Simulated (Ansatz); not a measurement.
An Ansatz (a first-principles code) run. Input:

Ansatz 0.2 input:
```yaml
crystal:
  lattice:
    - [3.8362280727, 0.0, 0.0]
    - [0.0, 13.0033891141, 0.0]
    - [0.0, 0.0, 3.8763561909]
  atoms:
    - { symbol: Ta, position: [0.0, 0.1459171538, 0.0300305829] }
    - { symbol: Ta, position: [0.0, 0.8540828462, 0.0300305829] }
    - { symbol: Ta, position: [0.5, 0.3540828462, 0.9699694171] }
    - { symbol: Ta, position: [0.5, 0.6459171538, 0.9699694171] }
    - { symbol: O, position: [0.5, 0.1851241266, 0.0027472823] }
    - { symbol: O, position: [0.5, 0.8148758734, 0.0027472823] }
    - { symbol: O, position: [0.0, 0.3148758734, 0.9972527177] }
    - { symbol: O, position: [0.0, 0.6851241266, 0.9972527177] }
    - { symbol: O, position: [0.0, 0.8507472796, 0.5095464833] }
    - { symbol: O, position: [0.0, 0.1492527204, 0.5095464833] }
    - { symbol: O, position: [0.5, 0.6492527204, 0.4904535167] }
    - { symbol: O, position: [0.5, 0.3507472796, 0.4904535167] }
    - { symbol: O, position: [0.5, 0.5, 0.9937319303] }
    - { symbol: O, position: [0.0, 0.0, 0.0062680697] }
kpoints:
  mp_grid: { grid: [7, 3, 7] }
hamiltonian:
  xc: r2scan
  pseudopotentials: { kind: paw }
scf:
  occupations: { method: fixed }
checkpoint: { read: static.run }
output: { bader: true, populations: true }
```

Output (shortened):

```
Pseudopotential: Ta, paw, valence charge 13
Pseudopotential: O, paw, valence charge 6
Functional definition: r2SCAN
Crystal: 14 atoms, lattice volume = 193.368 Å³
Basis set: ecut = 500 eV, 4869 PW (Γ), exchange–correlation on 120×384×120 points (64 copies of the dense FFT grid, shifted against one another)
Bands: 70, of which v1, the nominal top of the filled ones, is band 56 counted from 1 (55 counted from 0)
Symmetry: 8 space group operations
Space group: Pmmn (ITA 59), of the structure as read, at distance tolerance 5.8e-5 Å
k-points: 32 of 147
Stability of the state it starts from, as read at its close in the unpolarized treatment …
iter 1 solved again at ethr=1.86e-8 eV; its pass at ethr=3.10e-3 eV (dr2=2.09e-5 eV) is discarded
SCF iter   1: F=—  HF=-45480.178973 eV  |F-HF|=—  |Δ(HF+E_count)|=         —  Δρ=3.75e-7  dr2=1.27e-10  dr2_τ=2.29e-11  ethr=1.86e-8  ⟨swp⟩=4.0  Hψ=14720  notcnv=0  defer=384
preconditioner: auto → Resta (q_TF=auto, 2.491 Å⁻¹)
SCF iter   2: F=-45480.178973 eV  HF=-45480.178973 eV  |F-HF|=7.28e-12  |Δ(HF+E_count)|=   1.46e-8  Δρ=2.18e-7  dr2=5.00e-11  dr2_τ=2.82e-11  ethr=1.00e-12  ⟨swp⟩=11.7  Hψ=9975  notcnv=0
SCF 1 converged in 2 iterations: F = -45480.178973 eV  dr2 = 5.00e-11
SCF converged after 2 iterations
Free energy (F): -45480.178973 eV
Harris-Foulkes:  -45480.178973 eV  (|F-HF|=7.28e-12)
Internal energy: -45480.178973 eV  (E = F + TS)
E sigma→0 (E₀):  -45480.178973 eV
Fermi energy:    6.614298 eV
--- Per-component energies (eV) ---
  E_band       = -1200.501044
  E_kinetic    = 3216.152705
  E_local      = -8844.808499  (includes V_loc(G=0)·N_el)
  E_nonlocal   = 532.091883
  E_hartree    = 3287.100869
  E_xc         = -1546.472699
  E_vxc        = -1936.922686  (∫ρ·V_xc dr)
  E_paw        = -35293.880845  (= ΣΔE_a)
  E_vpaw       = -853.748637  (= ΣTr[D̂ρ^β])
  E_aug_tail   = 0.010725  (compensation charges beyond the density's cutoff)
  E_vtau       = 112.521647  (kinetic-family band-sum trace: ∫τ·v_τ [+ j·A + Jᵃ·Aᵃ] dr)
  E_ewald      = -6827.028581
  E_core_change = -3.344530  (= ΣΔE_core)
  E_smearing   =  0.000000  (= −TS)
  E_closure    =  0.000000  (closes the sum)
  Σ components = -45480.178973   (vs F -45480.178973, Δ=0.00e0)
  [band-id]    e_kinetic+e_local+e_nonlocal+2·e_hartree+e_vxc+e_vpaw+e_augmentation_tail+e_vtau = -1200.501124   (vs E_band -1200.501044, Δ=-7.98e-5)
--- Band table (eV; the first three rows and the last of 32) ---
  k-point 0: bands = ["-62.8077", "-62.8072", "-62.7994", "-62.7988", "-28.9125", "-28.8216", "-28.7453", "-28.7130", "-28.7095", "-28.6504", "-28.6499", "-28.6464", "-28.5565", "-28.5528", "-28.5420", "-28.5382", "-12.7903", "-12.6164", "-12.0364", …
  k-point 1: bands = ["-62.8076", "-62.8071", "-62.7992", "-62.7987", "-28.9114", "-28.8205", "-28.7444", "-28.7120", "-28.7085", "-28.6499", "-28.6490", "-28.6455", "-28.5817", "-28.5777", "-28.5667", "-28.5628", "-12.7606", "-12.5873", "-12.0273", …
  k-point 2: bands = ["-62.8073", "-62.8068", "-62.7990", "-62.7984", "-28.9089", "-28.8183", "-28.7427", "-28.7098", "-28.7063", "-28.6515", "-28.6469", "-28.6434", "-28.6373", "-28.6300", "-28.6215", "-28.6174", "-12.7100", "-12.5393", "-12.0130", …
  k-point 31: bands = ["-62.8026", "-62.8024", "-62.8007", "-62.8005", "-28.8988", "-28.8878", "-28.8576", "-28.8527", "-28.7246", "-28.7237", "-28.6739", "-28.6708", "-28.6682", "-28.6656", "-28.6620", "-28.6604", "-11.7851", "-11.7149", "-11.4162", …
--- Löwdin populations: 14 sites ---
  site symbol       q [e]
     0     Ta     11.1364
     1     Ta     11.1364
     2     Ta     11.1364
     3     Ta     11.1364
     4      O      6.7200
     5      O      6.7200
     6      O      6.7200
     7      O      6.7200
     8      O      6.6895
     9      O      6.6895
    10      O      6.6895
    11      O      6.6895
    12      O      6.6482
    13      O      6.6482
  spilling = 0.004645 (of n_electrons = 112.000000)
--- Bader charges: 14 sites ---
  site symbol  charge [e]  shift [e]
     0     Ta      3.0663     0.0069
     1     Ta      3.0663     0.0069
     2     Ta      3.0663     0.0069
     3     Ta      3.0663     0.0069
     4      O     -1.2755     0.0019
     5      O     -1.2755     0.0019
     6      O     -1.2755     0.0019
     7      O     -1.2755     0.0019
     8      O     -1.1918     0.0031
     9      O     -1.1918     0.0031
    10      O     -1.1918     0.0031
    11      O     -1.1918     0.0031
    12      O     -1.1981     0.0036
    13      O     -1.1981     0.0036
  shift: an alarm, by how much a part of what the PAW files miss would move the charge. Where it is large, compare
  with a run on PAW files of another source; a small one proves nothing
  estimated error of the sums over rays = 4.4e-4 e
```

Cost: very roughly 120 core-seconds on shared cores.

The workflow started from a Materials Project entry (that database holds measured and hypothetical structures alike); the Crystallography Open Database copy checked does not list it. COD files the formula under space group No. 49, so this cell is another polymorph or a model. Its standing as an ambient phase is unchecked. The cell was relaxed with r²SCAN under the symmetry of its start; its stability against distortions is not shown here. The run is not spin-polarised. Scalar-relativistic: spin–orbit coupling is off unless named, which matters more the heavier the elements.

Potentials: the later of the program's two PAW sets.

Ansatz is a plane-wave DFT program.
